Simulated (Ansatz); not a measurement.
YInNi in space group P-62m (No. 189; Y on 3g, In on 3f, Ni on 1b, Ni on 2c), the program Ansatz at the r²SCAN level (PAW), all energies at zero smearing, with the estimated change up to a 700 eV cutoff added, with one set of potentials and settings (totals compare only within such a set). Cell of 9 atoms (3 Y, 3 In, 3 Ni): -45955.493 eV.

```csv
element,reference phase,E (eV/atom)
Y,"P6_3/mmc, 2 atoms in the cell",-3859.7073
In,"I4/mmm, 1 atoms in the cell",-5611.8204
Ni,"Fm-3m, 1 atoms in the cell, spin-polarised",-5845.2912
```

Formation energy per atom, worked out: (-45955.493 − 3×(-3859.7073) − 3×(-5611.8204) − 3×(-5845.2912))/9 = -0.560 eV/atom (-54 kJ per mol of atoms), at 0 K, without zero-point energy or fitted corrections.

The first step of the workflow began from a Materials Project structure, measured or hypothetical; the Crystallography Open Database copy checked does not list it. Its standing as an ambient phase is unchecked. The r²SCAN relaxation kept the symmetry of its start; its stability against distortions is not shown here. The run is not spin-polarised. The references are the lowest solids computed at this level, not always the standard phases.

Potentials: the later of the program's two PAW sets.
